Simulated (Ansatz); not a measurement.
**Which functional gives which lattice for ZnS?**

Starting cell:

```
CELL_PARAMETERS angstrom
0.00000 2.70465 2.70465
2.70465 0.00000 2.70465
2.70465 2.70465 0.00000
ATOMIC_POSITIONS crystal
Zn 0.00000 0.00000 0.00000
S 0.75000 0.75000 0.75000
```

Ansatz, plane waves and PAW, scalar-relativistic (no spin–orbit coupling), 8×8×8 k-mesh. No spin polarisation. In the setting of the table the starting cell (space group F-43m) has 3.825 × 3.825 × 3.825 Å, angles 60.0 / 60.0 / 60.0°. Each functional was followed to zero pressure by scaling the cell, shape and atoms held, then fitted over four more volumes within ±4 % of it.

What cell, stiffness and gap does each give?


```csv
functional,V0 (Å³/atom),cell,B0 (GPa),B′ from the pressures,gap on the mesh,cutoff (eV)
rPW86-PBE + rVV10,20.27,"3.856 × 3.856 × 3.856 Å, angles 60.0 / 60.0 / 60.0°",71,4.5,1.77 eV,420
r2SCAN,19.56,"3.811 × 3.811 × 3.811 Å, angles 60.0 / 60.0 / 60.0°",79,4.3,2.70 eV,500
PBE + D3(BJ),19.42,"3.801 × 3.801 × 3.801 Å, angles 60.0 / 60.0 / 60.0°",77,4.4,2.18 eV,420
r2SCAN + D4,19.35,"3.796 × 3.796 × 3.796 Å, angles 60.0 / 60.0 / 60.0°",81,4.3,2.75 eV,500
revPBE,20.72,"3.884 × 3.884 × 3.884 Å, angles 60.0 / 60.0 / 60.0°",64,4.4,2.03 eV,420
```

The volumes span 7.1 %, from r2SCAN + D4 to revPBE. The stiffness doesn't follow the volume steadily: stiffest r2SCAN + D4 (81 GPa at 19.35 Å³/atom), softest revPBE (64 GPa at 20.72 Å³/atom), yet r2SCAN is stiffer than PBE + D3(BJ) in a larger cell (79 against 77 GPa). Adding D4 to r2SCAN pulls the cell in by 1.1 %.

Caveats: gaps at these levels are rough, and mostly too small.

Points behind the fit for rPW86-PBE + rVV10:

```tsv
V (Å³/atom)	E − Emin (meV/atom)	P (GPa)
19.462	7.69	3.16
19.867	1.84	1.49
20.273	0.00	0.00
20.678	1.73	-1.34
21.084	6.66	-2.54
```
